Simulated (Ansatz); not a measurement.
In$_{2}$Au (fluorite type, space group Fm-3m)

```yaml
crystal:
  lattice:
    - [0.00000, 6.46483, 6.46483]
    - [3.23241, 3.23241, 6.46483]
    - [3.23241, 3.23241, 0.00000]
  atoms:
    - { symbol: In, position: [0.00000, 0.75000, 0.75000] }
    - { symbol: In, position: [0.50000, 0.75000, 0.75000] }
    - { symbol: In, position: [0.00000, 0.25000, 0.25000] }
    - { symbol: In, position: [0.50000, 0.25000, 0.25000] }
    - { symbol: Au, position: [0.00000, 0.00000, 0.00000] }
    - { symbol: Au, position: [0.50000, 0.00000, 0.00000] }
```

The atoms are displaced by Q × the pattern below (from a DFPT mode at X = (0.5, 0.5, 0.0), largest move 1; Q in Å), at fixed cell. It is one choice among 3 degenerate patterns. (q is in reciprocal vectors of the primitive cell; the cell shown is doubled to hold the pattern.)

```csv
atom,x,y,z
In1,0.000,0.000,-1.000
In2,0.000,0.000,1.000
In3,0.000,0.000,-1.000
In4,0.000,0.000,1.000
```

Atoms not listed stay in place.

These are LDA (plane waves to 420 eV, PAW, scalar-relativistic; Ansatz, a first-principles code) values and carry that method's errors. k mesh 13×13×13 (Γ-centred), Fermi-Dirac smearing 0.05 eV. The energy includes the smearing's −TS. With partly filled bands, energies and forces of such displacements shift with the k mesh and the smearing. In2Au was relaxed with its symmetry unable to fall. Spin-orbit coupling is left out, though Au is heavy. The zero of ΔE is the undisplaced structure.

Predict the ΔE (eV/cell) and −dE/dQ from forces (eV/Å) at Q (Å) = -0.100, -0.083, -0.050, -0.033, 0.050, 0.083.


```csv
Q (Å),ΔE (eV/cell),−dE/dQ from forces (eV/Å)
-0.100,0.0561,1.123
-0.083,0.0390,0.936
-0.050,0.0140,0.561
-0.033,0.0062,0.374
0.050,0.0140,-0.561
0.083,0.0390,-0.936
```

(A displaced cell: forces are minus the slopes of the energy, force constants its curvatures, and phonons follow from these.)
